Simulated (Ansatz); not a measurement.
GeS:
```xyz
4
Lattice="4.6219 0.0000 0.0000 0.0000 4.6219 0.0000 0.0000 0.0000 3.9782" Properties=species:S:1:pos:R:3 pbc="T T T"
Ge     2.3110     0.0000     1.0949
Ge     0.0000     2.3110     2.8833
S      0.0000     0.0000     0.0000
S      2.3110     2.3110     0.0000
```

Plane-wave PAW PBE+D3(BJ) (Ansatz code) gives a gap of 0.23 eV without spin–orbit coupling, maximum off the standard path, at k = (0.000, 0.315, 0.289) in fractions of the reciprocal vectors, minimum off the standard path, at k = (0.198, 0.199, 0.339) in fractions of the reciprocal vectors.

Question: What happens when spin–orbit coupling is switched on?

Answer: The gap hardly moves, to 0.23 eV; maximum off the standard path, at k = (0.000, 0.315, 0.289) in fractions of the reciprocal vectors, minimum off the standard path, at k = (0.198, 0.198, 0.339) in fractions of the reciprocal vectors.

Question: Give the electron effective mass with spin–orbit coupling.

Answer: 0.11, 0.30, 0.70 mₑ (principal values).

Question: Give the hole effective mass with spin–orbit coupling.

Answer: 0.23, 0.72, 0.72 mₑ (principal values).

Space group P4/nmm. The cell is a constructed one: a structure type filled with these elements; neither database checked (COD, Materials Project) lists it. COD files the formula under space group No. 62. Its standing as an ambient phase is unchecked. Symmetry was held in the PBE+D3(BJ) relaxation; whether a distortion lowers the energy is not shown.

Potentials: the earlier of the program's two PAW sets.
